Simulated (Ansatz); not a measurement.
Ansatz (a program for electronic structure) input:

Ansatz 0.2 input:
```yaml
crystal:
  lattice:
    - [4.3092352904, 0.0, 0.0]
    - [0.0, 4.3273605245, 0.0]
    - [0.0, 0.0, 12.2678650102]
  atoms:
    - { symbol: In, position: [0.0, 0.0, 0.9956008314] }
    - { symbol: As, position: [0.0, 0.5, 0.8714128578] }
    - { symbol: In, position: [0.5, 0.5, 0.7461130984] }
    - { symbol: As, position: [0.5, 0.0, 0.6220840869] }
    - { symbol: In, position: [0.0, 0.0, 0.4971265505] }
    - { symbol: As, position: [0.0, 0.5, 0.3719714368] }
    - { symbol: Ga, position: [0.5, 0.5, 0.2634467421] }
    - { symbol: Sb, position: [0.5, 0.0, 0.139681396] }
kpoints:
  mp_grid: { grid: [10, 10, 4] }
hamiltonian:
  xc: r2scan
  pseudopotentials: { azcp: { folder: ./paw }, kind: paw }
scf:
  occupations: { method: gaussian, width: 0.05 }
checkpoint: { read: metal.run }
output: { write_density: true, elf: true, volumetric_format: npy }
basis: { fft_grid_basis: typed }
```

Output (shortened):

```
Pseudopotential: In, paw, valence charge 13
Pseudopotential: As, paw, valence charge 15
Pseudopotential: Ga, paw, valence charge 13
Pseudopotential: Sb, paw, valence charge 15
Functional definition: r2SCAN
Crystal: 8 atoms, lattice volume = 228.766 Å³
Basis set: ecut = 500 eV, 5821 PW (Γ), exchange–correlation on 128×128×360 points (64 copies of the dense FFT grid, shifted against one another)
Bands: 68, of which v1, the nominal top of the filled ones, is band 56 counted from 1 (55 counted from 0)
Symmetry: 4 space group operations
Space group: Pmm2 (ITA 25), of the structure as read, at distance tolerance 6.1e-5 Å
k-points: 108 of 400 (time reversal used)
Stability of the state it starts from, as read at its close in the unpolarized treatment …
iter 1 solved again at ethr=1.58e-7 eV; its pass at ethr=3.10e-3 eV (dr2=1.77e-4 eV) is discarded
SCF iter   1: F=—  HF=-41721.559954 eV  |F-HF|=—  |Δ(HF+E_count)|=         —  Δρ=1.47e-6  dr2=2.17e-9  dr2_τ=1.72e-10  ethr=1.58e-7  ⟨swp⟩=3.0  Hψ=49521  notcnv=0
preconditioner: auto → Kerker (q_TF=auto, 2.422 Å⁻¹)
SCF iter   2: F=—  HF=-41721.559996 eV  |F-HF|=—  |Δ(HF+E_count)|=   4.18e-5  Δρ=9.05e-7  dr2=9.85e-10  dr2_τ=1.85e-10  ethr=1.93e-12  ⟨swp⟩=8.5  Hψ=33069  notcnv=0
SCF iter   3: F=-41721.559996 eV  HF=-41721.559996 eV  |F-HF|=5.24e-10  |Δ(HF+E_count)|=  7.13e-10  Δρ=5.07e-7  dr2=3.45e-10  dr2_τ=3.21e-11  ethr=1.00e-12  ⟨swp⟩=1.0  Hψ=17951  notcnv=0
SCF 1 converged in 3 iterations: F = -41721.559996 eV  dr2 = 3.45e-10
SCF converged after 3 iterations
Free energy (F): -41721.559996 eV
Harris-Foulkes:  -41721.559996 eV  (|F-HF|=5.24e-10)
Internal energy: -41721.559812 eV  (E = F + TS)
E sigma→0 (E₀):  -41721.559904 eV
Entropy (-TS):   -0.000184 eV (-0.023 meV/atom)
Fermi energy:    7.347353 eV
--- Per-component energies (eV) ---
  E_band       = -1314.891651
  E_kinetic    = 1220.665701
  E_local      = -14013.158242  (includes V_loc(G=0)·N_el)
  E_nonlocal   = 102.701501
  E_hartree    = 7016.376451
  E_xc         = -739.007938
  E_vxc        = -668.783131  (∫ρ·V_xc dr)
  E_paw        = -25357.500575  (= ΣΔE_a)
  E_vpaw       = -2029.648444  (= ΣTr[D̂ρ^β])
  E_aug_tail   = -0.000071  (compensation charges beyond the density's cutoff)
  E_vtau       = 40.579458  (kinetic-family band-sum trace: ∫τ·v_τ [+ j·A + Jᵃ·Aᵃ] dr)
  E_ewald      = -9950.014096
  E_core_change = -1.622542  (= ΣΔE_core)
  E_smearing   = -0.000184  (= −TS)
  E_closure    =  0.000000  (closes the sum)
  Σ components = -41721.559996   (vs F -41721.559996, Δ=0.00e0)
  [band-id]    e_kinetic+e_local+e_nonlocal+2·e_hartree+e_vxc+e_vpaw+e_augmentation_tail+e_vtau = -1314.890328   (vs E_band -1314.891651, Δ=1.32e-3)
--- Band table (eV; the first three rows and the last of 108) ---
  k-point 0: bands = ["-28.6643", "-28.6591", "-28.6518", "-28.6489", "-28.6417", "-28.5788", "-28.5783", "-28.5746", "-28.5684", "-28.5674", "-28.5348", "-28.5341", "-28.5330", "-28.5253", "-28.5245", "-21.8477", "-21.8406", "-21.8393", "-21.8227", …
  k-point 1: bands = ["-28.6643", "-28.6591", "-28.6518", "-28.6489", "-28.6417", "-28.5788", "-28.5783", "-28.5746", "-28.5684", "-28.5674", "-28.5348", "-28.5341", "-28.5330", "-28.5253", "-28.5245", "-21.8477", "-21.8406", "-21.8393", "-21.8227", …
  k-point 2: bands = ["-28.6643", "-28.6591", "-28.6518", "-28.6489", "-28.6417", "-28.5788", "-28.5783", "-28.5746", "-28.5684", "-28.5673", "-28.5348", "-28.5341", "-28.5330", "-28.5253", "-28.5245", "-21.8477", "-21.8406", "-21.8393", "-21.8227", …
  k-point 107: bands = ["-28.6634", "-28.6593", "-28.6520", "-28.6491", "-28.6414", "-28.5790", "-28.5776", "-28.5748", "-28.5686", "-28.5669", "-28.5351", "-28.5334", "-28.5332", "-28.5249", "-28.5247", "-21.8495", "-21.8415", "-21.8321", "-21.8181", …
```

Cost: very roughly 3 core-minutes on shared cores.

The start of the workflow was typed in or built on a structure type; neither database checked (COD, Materials Project) lists it. Whether it is the stable phase at ambient conditions was not checked. Symmetry was held in the r²SCAN relaxation; its stability against distortions is not shown here. Scalar-relativistic: spin–orbit coupling is off unless named, which matters more the heavier the elements.

Potentials: the earlier of the program's two PAW sets.

Ansatz is a plane-wave DFT program.
